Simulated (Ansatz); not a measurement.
The relaxed structure here is a generated cell of NbRu: the first start was made by placing the elements on the sites of a structure type, and the end was not matched to a known phase here, so it may be hypothetical.

One starting cell of NbRu (a generated cell, NbRu placed in the NbRh-10 structure type) was relaxed twice with Ansatz (plane waves, PAW, scalar-relativistic): with PBEsol at 420 eV and with PBE at 420 eV. The PBEsol result:

```yaml
crystal:
  lattice:
    - [4.55721, 0.00000, 0.00000]
    - [0.00000, 3.03610, 0.00000]
    - [-1.54016, 0.00000, 6.70517]
  atoms:
    - { symbol: Nb, position: [0.69060, 0.00000, 0.32341] }
    - { symbol: Nb, position: [0.30940, 0.00000, 0.67659] }
    - { symbol: Nb, position: [0.00000, 0.00000, 0.00000] }
    - { symbol: Ru, position: [0.50000, 0.50000, 0.00000] }
    - { symbol: Ru, position: [0.20583, 0.50000, 0.34789] }
    - { symbol: Ru, position: [0.79417, 0.50000, 0.65211] }
```

```csv
quantity,PBEsol,PBE
space group,P2/m,P2/m
volume (Å³/atom),15.46,…
a (Å),4.557,…
b (Å),3.036,…
c (Å),6.880,…
"gap (eV, no spin-orbit coupling)",0.00,…
```

Q: Fill in the PBE column.

A: 
- volume (Å³/atom), PBE: 15.97
- a (Å), PBE: 4.604
- b (Å), PBE: 3.069
- c (Å), PBE: 6.960
- gap (eV, no spin-orbit coupling), PBE: 0.00

Both levels end in the same structure; PBE's volume is 3.3 % larger. Neither column is exact.

No spin polarisation in the result.

The run could not lower the symmetry of its start; a shaken copy of this end point relaxes with PBEsol to P2/m (No. 10), 0.05 eV/atom lower.

Ansatz is an electronic-structure program.
